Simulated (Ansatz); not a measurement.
Collinear states of Mn$_{3}$Cu

Method: Ansatz 0.2.0, DFT PBE, scalar-relativistic, plane waves, PAW.

```xyz
4
Lattice="0.0000 2.9196 2.9196 2.9196 0.0000 2.9196 2.9196 2.9196 0.0000" Properties=species:S:1:pos:R:3 pbc="T T T"
Mn    1.4598    1.4598    1.4598
Mn    4.3794    4.3794    4.3794
Mn    2.9196    2.9196    2.9196
Cu    0.0000    0.0000    0.0000
```

```json
{"plane-wave cutoff": "420 eV", "Γ-centred k-mesh": "12×12×12", "occupation rule": "Gaussian smearing, 0.1 eV", "list of starting moments (μB, in atom order)": "4 4 4 0", "check for lower electronic states after the SCF": "off"}
```

Each order was relaxed in cell and atoms. A propagation vector, in units of the reciprocal vectors, doubles the cell, which takes an equally dense mesh. Site moments are spin moments in atom-centred spheres that scale with the neighbour distance. The states are those that the runs reached from these starts; a lower one can exist.

**Question.** Starts tried: no spin; ferromagnetic; antiferromagnetic, doubled cell, propagation vector (0, 0, 1/2). Which state comes out lowest, and what are the moments?

**Answer.** The lowest state is antiferromagnetic, reached from the start “antiferromagnetic, doubled cell, propagation vector (0, 0, 1/2)”, with site moments (μB) Mn +2.86 (×2), Mn -1.91, Mn -2.86 (×2), Mn +1.91.

```csv
start,ends,energy above lowest (meV/atom),site moments (μB),gap on mesh (eV),volume (Å³/atom)
no spin,non-magnetic,161,none over 0.05,metal,11.07
ferromagnetic,ferrimagnetic,21.9,"Mn +2.69 (×2), Mn -2.69, Cu +0.11",metal,12.44
"antiferromagnetic, doubled cell, propagation vector (0, 0, 1/2)",antiferromagnetic,0.00,"Mn +2.86 (×2), Mn -1.91, Mn -2.86 (×2), Mn +1.91",metal,12.30
```

Cost: 3 runs of about 4.7 core-minutes in all, on AMD EPYC 9R45 (Zen 5) (shared hosts).